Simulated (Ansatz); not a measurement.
**Stationary points along a deformation path in BaC$_{2}$**

Theory: Ansatz 0.2.0, DFT LDA, scalar-relativistic, plane waves, PAW. Cutoff 420 eV, Γ-centred 9×9×9 k-points, Gaussian smearing of 0.05 eV. No spin polarisation. Energies are free energies at this smearing, counted from the undisturbed cell; pressure is positive in compression.

Reference structure (as given, not relaxed at this level; it stands at -5.5 GPa, and it needn't be the usual structure):

```yaml
crystal:
  lattice:
    - [2.61882, 1.51197, 2.48595]
    - [-2.61882, 1.51197, 2.48595]
    - [0.00000, -3.02395, 2.48595]
  atoms:
    - { symbol: Ba, position: [0.00000, 0.00000, 0.00000] }
    - { symbol: C, position: [0.58494, 0.58494, 0.58494] }
    - { symbol: C, position: [0.41506, 0.41506, 0.41506] }
```

At fixed volume and fractional coordinates, lengths along (0.000, 0.000, 1.000) are scaled against those across it; ρ is that ratio over its starting value. V = 19.687 Å³/atom. Δσ is the stress along the axis less the mean stress across it (compression positive).

```
    ρ  ΔE (meV/atom)  Δσ (GPa) space group
0.800          667.6     85.33         R-3m
0.850          321.1     55.12         R-3m
0.920           70.9     23.49         R-3m
0.960           13.5      9.78         R-3m
1.000            0.0     -1.43         R-3m
1.050           28.7    -12.57         R-3m
1.100           93.6    -21.15         R-3m
1.200          288.6    -32.66         R-3m
1.300          525.8    -39.16         R-3m
```

Task: How does the stress give the slope of the energy, and where is the energy stationary?

Result: Along the path d ln(length) is 2/3 d ln ρ on the axis and −1/3 d ln ρ across it, so dE/d ln ρ = −(2/3) V Δσ: the energy falls with ρ where Δσ is positive. Δσ vanishes or changes sign between ρ = 0.960 and 1.000, a minimum (near 0.99 by linear interpolation). Pairs of stationary points between two samples would go unseen, and could change a minimum read from distant neighbours into a maximum.

Task: Integrate that slope from ρ = 1 to 1.200 by the trapezoid rule.

Result: With V/N in Å³ and 1 eV/Å³ = 160.2 GPa the slopes at ρ = 1.000, 1.050, 1.100, 1.200 are 117, 1030, 1733, 2676 meV/atom per unit of ln ρ. The steps add 28.0 + 64.2 + 191.8 = 284.0 meV/atom, against 288.6 from the energies; the trapezoid rule misses the curvature of the slope within each step.

Forces appear on the atoms along this scan, and letting them relax would lower the energy and soften the response.